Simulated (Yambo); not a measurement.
Yambo run on LaVO4 (space group I4_1/amd, No. 141). The wavefunctions come from this Quantum ESPRESSO step (PBEsol, PseudoDojo standard norm-conserving files, scalar-relativistic):

```
&CONTROL
  calculation = 'nscf'
  pseudo_dir = './pseudo'
  outdir = './out'
/
&SYSTEM
  ibrav = 0
  nat = 12
  ntyp = 3
  ecutwfc = 110.0
  ecutrho = 440.0
  occupations = 'fixed'
  force_symmorphic = .true.
  nbnd = 353
/
&ELECTRONS
  conv_thr = 1.2000000000000002e-08
  diago_full_acc = .true.
  diago_thr_init = 1e-08
/
ATOMIC_SPECIES
O 15.9990 O.upf
V 50.9415 V.upf
La 138.9055 La.upf
CELL_PARAMETERS angstrom
 -3.730975000000   3.730975000000   3.275935000000
  3.730975000000  -3.730975000000   3.275935000000
  3.730975000000   3.730975000000  -3.275935000000
ATOMIC_POSITIONS crystal
O   0.510400000000   0.332740000000   0.177660000000
O   0.082740000000   0.405080000000   0.322340000000
O   0.155080000000   0.332740000000   0.822340000000
O   0.082740000000   0.760400000000   0.677660000000
O   0.239600000000   0.917260000000   0.322340000000
O   0.667260000000   0.489600000000   0.822340000000
O   0.594920000000   0.917260000000   0.677660000000
O   0.667260000000   0.844920000000   0.177660000000
V   0.250000000000   0.750000000000   0.500000000000
V   0.500000000000   0.500000000000   0.000000000000
La   0.000000000000   0.000000000000   0.000000000000
La   0.750000000000   0.250000000000   0.500000000000
K_POINTS automatic
2 2 2 0 0 0
```

Yambo input:

```
rim_cut
gw0
dyson
el_el_corr
HF_and_locXC
ppa
em1d
RandQpts= 1000000
RandGvec= 1 Ry
EXXRLvcs= 110 Ry
VXCRLvcs= 440 Ry
Chimod= "HARTREE"
% BndsRnXp
 3 | 351 |
%
NGsBlkXp= 8 Ry
% LongDrXp
 1.0 | 1.0 | 1.0 |
%
PPAPntXp= 27.2114 eV
% GbndRnge
 1 | 351 |
%
GTermKind= "BG"
DysSolver= "n"
ExtendOut
% QPkrange
 1 | 1 | 48 | 49 |
 2 | 2 | 48 | 49 |
 3 | 3 | 48 | 49 |
 4 | 4 | 48 | 49 |
%
```

k points by index: 1 = Γ, 2 = X, 3 = N, 4 = M.

The o-*.qp file then holds:

```
#    K-point    Band    Eo [eV]    E [eV]    E-Eo [eV]    Vxc [eV]    Vnlxc [eV]    Sc|Eo [eV]    Sc|E [eV]    dSc/dw|Eo [eV]    Re(Z)    Im(Z)
#
    1    48    -0.015576    -0.655893    -0.640316    -19.27290    -24.35762    4.251957    4.444401    -8.176626    0.768941    -0.001377
    1    49    3.016766    4.400554    1.383788    -19.53888    -12.69058    -5.095877    -5.464511    -7.248283    0.789657    -0.001322
    2    48    -0.358745    -1.027659    -0.668914    -18.72547    -23.80959    4.214930    4.415206    -8.145642    0.769615    -0.001350
    2    49    3.639537    5.292460    1.652922    -21.00965    -13.71101    -5.180414    -5.645720    -7.659466    0.780345    -0.001412
    3    48    0.000000    -0.589010    -0.589010    -19.54962    -24.44190    4.128871    4.303270    -8.055269    0.771587    -0.001386
    3    49    3.646283    5.324937    1.678654    -21.17030    -13.76487    -5.246550    -5.726780    -7.784014    0.777568    -0.001337
    4    48    -0.380635    -0.995392    -0.614757    -19.08220    -23.93967    4.062587    4.242708    -7.970630    0.773442    -0.001745
    4    49    3.752455    5.513908    1.761452    -21.92545    -14.33770    -5.320965    -5.826298    -7.805866    0.777083    -0.001403
```
(The two width columns are left out.) Convergence of these settings isn't established.

Geometry of the Materials Project entry, not relaxed at this level.

The structure is a Materials Project entry; no match was found in the copy of COD used, and its stability was not checked.

The runs are not spin-polarised; magnetic order was not tried.
